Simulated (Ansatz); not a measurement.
The start is a generated cell, Si2W built in the AFLOW prototype AB2_cP12_205_a_c (C2, as in FeS2). The cell and all atomic positions are relaxed at zero pressure with r2SCAN (plane waves to 500 eV, PAW, scalar-relativistic; Ansatz, a first-principles code). The first steps use a coarse 4×4×4 k-mesh.

Input geometry:
```
Si2W
1.0
    5.54712     0.00000     0.00000
    0.00000     5.54712     0.00000
    0.00000     0.00000     5.54712
W Si
4 8
Cartesian
  0.00000   0.00000   0.00000
  2.77356   2.77356   0.00000
  0.00000   2.77356   2.77356
  2.77356   0.00000   2.77356
  2.13620   2.13620   2.13620
  4.90976   0.63736   3.41093
  3.41093   4.90976   0.63736
  0.63736   3.41093   4.90976
  3.41093   3.41093   3.41093
  0.63736   4.90976   2.13620
  2.13620   0.63736   4.90976
  4.90976   2.13620   0.63736
```

Question: What pressure does the first self-consistent step give?

Answer: +51 GPa (positive: the cell is compressed).

Question: What is the largest force in the starting geometry, and on which atom (counted from 1)?

Answer: About 0.8 eV/Å, on Si5, Si6, Si7, Si8, Si9, Si10, Si11, Si12 (atoms numbered as listed).

Question: How does the volume change?

Answer: +28.9 %, from 14.22 to 18.34 Å³/atom.

Question: How do the shortest distances between atoms change?

Answer: The closest pairs of elements (up to four, under 3.6 Å), start → end: Si–Si 2.21 → 2.49 Å; Si–W 2.32 → 2.51 Å.

Question: Is the relaxed structure metallic? Give its gap.

Answer: No gap on the sampled points, where the bands overlap only slightly; such a result is sensitive to mesh and level.

Question: What does it relax into? Give the structure.

Answer: 
Space group Pa-3 (No. 205); a = b = c = 6.0375 Å, α = β = γ = 90.00°

| atom | site | symmetry | x | y | z |
|---|---|---|---|---|---|
| W | 4a | .-3. | 0.0000 | 0.0000 | 0.0000 |
| Si | 8c | .3. | 0.3810 | 0.3810 | 0.3810 |

The space group stays Pa-3 (No. 205) (the run could not lower it); the end is AFLOW prototype AB2_cP12_205_a_c (C2, as in FeS2), with 12 atoms in the primitive cell. Final values are on a 6×6×6 k-mesh of the relaxed cell. No spin polarisation in the result. A magnetic state may lie lower. Without spin-orbit coupling the bands of the heavy element are not split, so the gap can be far off.

The run could not lose the symmetry of its start, so the end can be a saddle point.

The relaxed structure here is a generated cell of Si2W: the first start was made by placing the elements on the sites of a structure type, and the end was not matched to a known phase here, so it may be hypothetical. Known forms of Si2W include space group No. 139.
